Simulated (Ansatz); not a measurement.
**Structure relaxation, TiC**

The start is a relaxed TiC cell with one C and one Ti atom exchanged in a cell of 4 atoms. The cell and all atomic positions are relaxed at zero pressure with r2SCAN (plane waves to 500 eV, PAW, scalar-relativistic; Ansatz, a program for electronic structure). First-step values are on the input's coarse k-mesh.

Ansatz input (later rounds restart from its end on a renewed k-mesh):
Ansatz 0.2 input:
```yaml
crystal:
  lattice:
    - [0, 4.3278093798, 4.3278093798]
    - [2.1639046899, 0, 2.1639046899]
    - [2.1639046899, 2.1639046899, 0]
  atoms:
    - { symbol: C, position: [0, 0, 0] }
    - { symbol: Ti, position: [0.5, 0, 0] }
    - { symbol: C, position: [0.25, 0.5, 0.5] }
    - { symbol: Ti, position: [0.75, 0.5, 0.5] }
basis: { ecutwfc: 500, ecutrho_ratio: 4, xc_grid: 4, fft_grid_basis: typed }
kpoints: { mp_grid: { grid: [9, 9, 9] } }
hamiltonian:
  xc: r2scan
  dispersion: none
  pseudopotentials: { kind: paw }
scf: { occupations: { method: fermi_dirac, width: 0.05 } }
relax: { f_tol: 0.01, max_steps: 100, cell: { stress_tol: 0.02 } }
output: { forces: true, stress: true }
```

- Energy released: about 1.8 eV/atom
- Volume change: +0.5 %, from 10.13 to 10.18 Å³/atom
- Relative to the parent: It does not go back: it is caught in R-3m (No. 166), 1.20 eV/atom above the parent
- Shortest distances (start → end): The closest pairs of elements (up to four, under 3.6 Å), start → end: C–C 2.16 → 1.72 Å; Ti–Ti 2.16 → 2.87 Å; C–Ti 2.16 → 2.22 Å
- Band gap at the end: zero (metallic)
- Optimiser moves: 15

Relaxed structure:

```cif
data_C6Ti6
_chemical_formula_sum 'C6 Ti6'
_space_group_name_H-M_alt 'R-3m :H'
_space_group_IT_number 166
_space_group_name_Hall '-R 3 2"'
_cell_length_a 2.97249
_cell_length_b 2.97249
_cell_length_c 15.96846
_cell_angle_alpha 90.000
_cell_angle_beta 90.000
_cell_angle_gamma 120.000
loop_
_atom_site_label
_atom_site_type_symbol
_atom_site_symmetry_multiplicity
_atom_site_Wyckoff_symbol
_atom_site_fract_x
_atom_site_fract_y
_atom_site_fract_z
_atom_site_occupancy
C1 C 6 c 0.00000 0.00000 0.16479 1
Ti1 Ti 6 c 0.00000 0.00000 0.41005 1
```
(The calculation used a cell of 4 atoms; values per cell refer to that cell.)

Final values are on a 18×18×18 k-mesh of the relaxed cell. The start holds a very short contact (Ti–Ti 2.16 Å). No spin polarisation in the result.

The run could not lose the symmetry of its start, so the end can be a saddle point.

The relaxed structure here is a generated cell of TiC: the first start was made by placing the elements on the sites of a structure type, and the end was not matched to a known phase here, so it may be hypothetical. Known forms of TiC include space group No. 225.
